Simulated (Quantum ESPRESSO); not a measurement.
# Moving one atom in Ga2MgSiP4

These are calculations, not measurements. They come from pw.x of Quantum ESPRESSO 7.5, a plane-wave density functional program, with PseudoDojo standard norm-conserving files (v0.5 for PBE, v0.4.1 for LDA and PBEsol). The cells are made up: elements, strain and atom displacements were drawn at random, and nothing was relaxed. There is no spin polarisation, spin-orbit coupling or dispersion term.

The cell has 8 sites of a zincblende or diamond lattice. Sites 1 to 4 hold Ga Ga Mg Si; sites 5 to 8 hold P P P P. Cell vectors in Å: (5.618, -0.007, 0.025); (-0.007, 5.445, 0.025); (0.025, 0.025, 5.518). Settings: PBE, cutoff 1143 eV, 4 x 4 x 4 k mesh shifted by half a step, Fermi-Dirac smearing of 0.025 eV.

Each run shifts the Mg atom on site 3 along z and leaves all else fixed. Site 6 is one of its nearest neighbours. E is the free energy of the cell above the lowest run shown.

| run | shift (Å) | Fz on site 3 (eV/Å) | Fz on site 6 (eV/Å) | P (GPa) | E (meV) |
| --- | --- | --- | --- | --- | --- |
| 1 | -0.1672 | 1.440 | 0.544 | 0.37 | 64.0 |
| 2 | -0.1131 | 0.928 | 0.671 | 0.28 | 0.0 |
| 4 | 0.1087 | -1.275 | 1.273 | 0.40 | 37.8 |
| 5 | 0.1358 | -1.536 | 1.351 | 0.47 | 75.9 |
| 6 | 0.1568 | -1.737 | 1.412 | 0.53 | 110.2 |
| 7 | 0.1910 | -2.070 | 1.512 | 0.65 | 175.3 |
| 3 | 0.0415 | ? | ? | ? | ? |

A rerun of one of these cells at 1437 eV and k mesh 6 x 6 x 6 moved values by no more than 0.008 eV in the cell's energy, 0.02 GPa in stress and 0.004 eV/Å in force.

## Worked fit

A parabola through the six runs shown gives Fz on site 3 = -0.198 - 9.84 u + 0.1 u² eV/Å, with u in Å and a scatter of 0.011 eV/Å. Minus the slope, 9.84 ± 0.16 eV/Å², is this atom's force constant along z at u = 0, with its periodic images moving too. The fitted force vanishes at u = -0.020 Å, where the energy should be lowest along this line. The error is the larger of the fit's own and the change that a cubic makes, rounded up.

## Withheld run

Question: what Fz on site 3 should run 3 give?

The fit gives -0.606 eV/Å. The calculation gave -0.606 eV/Å.

| run | shift (Å) | Fz on site 3 (eV/Å) | Fz on site 6 (eV/Å) | P (GPa) | E (meV) |
| --- | --- | --- | --- | --- | --- |
| 3 | 0.0415 | -0.606 | 1.081 | 0.27 | -25.3 |